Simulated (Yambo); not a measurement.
Yambo run on MoF₆ (space group Im-3m, No. 229). The wavefunctions are LDA (pw.x of Quantum ESPRESSO, ONCV potentials, no spin-orbit coupling) ones on a 2×2×2 mesh (28 occupied bands); a = b = c = 5.486 Å, α = β = γ = 109.47°.

Yambo input:

```
rim_cut
gw0
dyson
el_el_corr
HF_and_locXC
ppa
em1d
RandQpts= 1000000
RandGvec= 1 Ry
EXXRLvcs= 84 Ry
VXCRLvcs= 336 Ry
Chimod= "HARTREE"
% BndsRnXp
 2 | 187 |
%
NGsBlkXp= 7 Ry
% LongDrXp
 1.0 | 1.0 | 1.0 |
%
PPAPntXp= 27.2114 eV
% GbndRnge
 1 | 187 |
%
GTermKind= "none"
DysSolver= "n"
ExtendOut
% QPkrange
 1 | 1 | 28 | 28 |
 2 | 2 | 28 | 29 |
%
```

k points by index: 1 = Γ, 2 = N.

The o-*.qp file then holds:

```
#    K-point    Band    Eo [eV]    E [eV]    E-Eo [eV]    Vxc [eV]    Vnlxc [eV]    Sc|Eo [eV]    Sc|E [eV]    dSc/dw|Eo [eV]    Re(Z)    Im(Z)
#
    1    28    0.000000    -1.712054    -1.712054    -22.74505    -30.27720    5.350256    5.820092    -7.466823    0.784680    -0.001428
    2    28    -0.079834    -1.803742    -1.723908    -22.58224    -30.12656    5.346837    5.820412    -7.474470    0.784507    -0.001474
    2    29    4.293293    7.039622    2.746330    -20.41603    -15.03156    -2.081648    -2.638141    -5.513639    0.831513    -0.001498
```
(The two width columns are left out.) Convergence of these settings isn't established.

Geometry of the Materials Project entry, not relaxed at this level.

The structure is a Materials Project entry; no match was found in the copy of COD used, and its stability was not checked.
